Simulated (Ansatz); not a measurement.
## KMgF₃

```xyz
5
Lattice="3.9859 0.0000 0.0000 0.0000 3.9859 0.0000 0.0000 0.0000 3.9859" Properties=species:S:1:pos:R:3 pbc="T T T"
K     1.9929    1.9929    1.9929
Mg    0.0000    0.0000    0.0000
F     1.9929    0.0000    0.0000
F     0.0000    1.9929    0.0000
F     0.0000    0.0000    1.9929
```

Atoms are numbered in the order listed.

The cell is COD entry 9006363, as deposited and not checked against the literature; nothing was relaxed.

All numbers are computed: DFT, PBE, all-electron LAPW, scalar-relativistic (Ansatz 0.2.0); DFT, PBE, PAW with Ansatz's default frozen-core files, scalar-relativistic (Ansatz 0.2.0); DFT, PBE, all-electron PAW with datasets made for the crystal, scalar-relativistic (Ansatz 0.2.0).

For LAPW: a Γ-centred 6×6×6 k mesh, Fermi–Dirac smearing of 0.03 eV, basis error target 1 meV/atom, no spin polarisation. PAW takes a cutoff of 420 eV at this cell. The crystal-made all-electron datasets (AE datasets) take a cutoff of 380 eV at this cell. The Ansatz runs share mesh, smearing and spin set-up. Values come from LAPW unless marked.

```json
{
 "Pressure at this cell": "3.78 GPa",
 "Band gap": "7.32 eV, indirect from R (0.5, 0.5, 0.5) to Γ",
 "Smallest direct gap on the path": "7.64 eV",
 "Löwdin charges (with 0.18 e of the cell spilling out of the atomic basis, so their sizes and signs hang on that basis)": "K1 0.81, Mg2 1.66, F3 -0.76 e",
 "Bader charges (from the PAW run)": "K1 +0.87, Mg2 +1.77, F3 -0.88 e",
 "Field gradients Vzz (crystal-made datasets)": "K1 0 (under 0.004), Mg2 0 (under 0.004), F3 4.62 (η = 0.00) in 10²¹ V/m²",
 "Volume per atom": "12.67 Å³"
}
```
